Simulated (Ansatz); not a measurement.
The relaxed structure here is a generated cell of TiC: the first start was made by a random draw of sites in a space group, and the end was not matched to a known phase here, so it may be hypothetical. Known forms of TiC include space group No. 225.

A relaxed structure of TiC. Space group Fd-3m (No. 227). Method: PBEsol (plane waves to 420 eV, PAW, scalar-relativistic; Ansatz, a program for electronic structure).

```cif
data_C4Ti4
_chemical_formula_sum 'C4 Ti4'
_space_group_name_H-M_alt 'P 1'
_space_group_IT_number 1
_cell_length_a 4.86027
_cell_length_b 4.86027
_cell_length_c 4.86027
_cell_angle_alpha 60.000
_cell_angle_beta 60.000
_cell_angle_gamma 60.000
loop_
_space_group_symop_operation_xyz
  'x, y, z'
loop_
_atom_site_label
_atom_site_type_symbol
_atom_site_fract_x
_atom_site_fract_y
_atom_site_fract_z
_atom_site_occupancy
C1 C 0.12500 0.12500 0.12500 1
C2 C 0.12500 0.62500 0.12500 1
C3 C 0.12500 0.12500 0.62500 1
C4 C 0.62500 0.12500 0.12500 1
Ti1 Ti 0.62500 0.62500 0.62500 1
Ti2 Ti 0.62500 0.12500 0.62500 1
Ti3 Ti 0.62500 0.62500 0.12500 1
Ti4 Ti 0.12500 0.62500 0.62500 1
```

| Quantity | Value |
|---|---|
| Volume per atom | 10.15 Å³ |
| Band gap | no gap on the sampled points, where the bands overlap only slightly; such a result is sensitive to mesh and level |
| Shortest distances | Ti–Ti 2.43 Å; C–Ti 2.43 Å; C–C 2.43 Å |
| k-mesh | 12×12×12 |

Band energies at high-symmetry points (eV from the Fermi level; labels of this space group; no spin-orbit coupling), from −5 eV up to 1.9 eV:

```
point                                                                                          energies
-----  ------------------------------------------------------------------------------------------------
Γ                                     -4.18 -3.68 -3.68 -3.68 -2.03 -2.03 -2.03 -2.03 -2.03 -0.66 -0.66
X                       -2.79 -2.79 -1.68 -1.68 -1.55 -1.55 -1.46 -1.46 -0.42 -0.42 0.44 0.44 1.15 1.15
U      -4.98 -4.00 -3.14 -2.89 -2.85 -2.57 -1.63 -1.13 -0.89 -0.83 -0.44 -0.27 0.24 0.32 1.17 1.73 1.80
K      -4.98 -4.00 -3.14 -2.89 -2.85 -2.57 -1.63 -1.13 -0.89 -0.83 -0.44 -0.27 0.24 0.32 1.17 1.73 1.80
L            -4.02 -4.02 -2.84 -2.81 -2.81 -0.91 -0.72 -0.72 -0.68 -0.68 -0.22 0.37 1.34 1.41 1.60 1.60
W           -4.11 -4.11 -3.61 -3.61 -2.18 -2.18 -1.59 -1.59 -1.10 -1.10 -0.37 -0.37 0.62 0.62 1.17 1.17
```

No spin polarisation in the result.

The run could not lose the symmetry of its start: the end is stationary, and may be a saddle point rather than a minimum.

All atoms sit on sites fixed by symmetry, so only the cell could relax.
